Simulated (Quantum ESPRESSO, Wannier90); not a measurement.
## Wannierisation of Ge (P6₃/mmc, model phase)

```
CELL_PARAMETERS angstrom
      3.99759     0.00000     0.00000
     -1.99879     3.46201     0.00000
      0.00000     0.00000     6.59938
ATOMIC_POSITIONS crystal
  Ge 0.66667 0.33333 0.06290
  Ge 0.33333 0.66667 0.93710
  Ge 0.33333 0.66667 0.56290
  Ge 0.66667 0.33333 0.43710
```

Structure: Materials Project mp-1007760, symmetrised, not relaxed again. This isn't the element's usual structure (diamond); take it as a model of another phase. Level: PBEsol, no spin polarisation, no spin-orbit coupling; pw.x of Quantum ESPRESSO at 63 Ry with PseudoDojo potentials, 12×12×4 k-points, Wannier90. Density: 12×12×6 mesh, cold smearing 0.01 Ry. Spin-orbit coupling, left out, would split the p-like bands by a few tenths of an eV.

Energies are relative to the Fermi level.

**Bands.** No gap over 0.05 eV opens at the Fermi level at this level of theory. 1 filled group is cut off by gaps; the highest, bands 1–20, spans -25.01 to -24.63 eV and is Ge 3d 100 %.

**Model.** 16 functions (Ge sp) from bands 21-46, frozen to 1.50 eV, reach Ω_I = 25.69 Å² and follow pw.x to 3.4 meV rms (states up to 1.0 eV relative to the Fermi level).

**Frozen window.** Edge, Ω_I and misfit go 0.5 eV, 23.46 Å², 56 meV; 1.0 eV, 24.55 Å², 7.0 meV; 1.5 eV, 25.69 Å², 3.4 meV; 2.5 eV, 27.78 Å², 2.8 meV. Ω_I never falls as the edge rises, since each frozen state takes freedom from the choice of the smoothest subspace. The edges under the compared range leave its upper states unfrozen, and their misfit is the largest.

**No window.** Without a frozen window Ω_I drops to 22.18 Å² while the misfit grows to 245 meV: a small spread is no proof of good bands.

**Outer window.** The setting "only the lowest 21 of the kept bands" raises Ω_I to 33.52 Å², as fewer states are left to mix in, and the misfit goes to 4.0 meV.

**Stops.** With the frozen window to 7.25 eV the program stops (More states in the frozen window than target WFs).
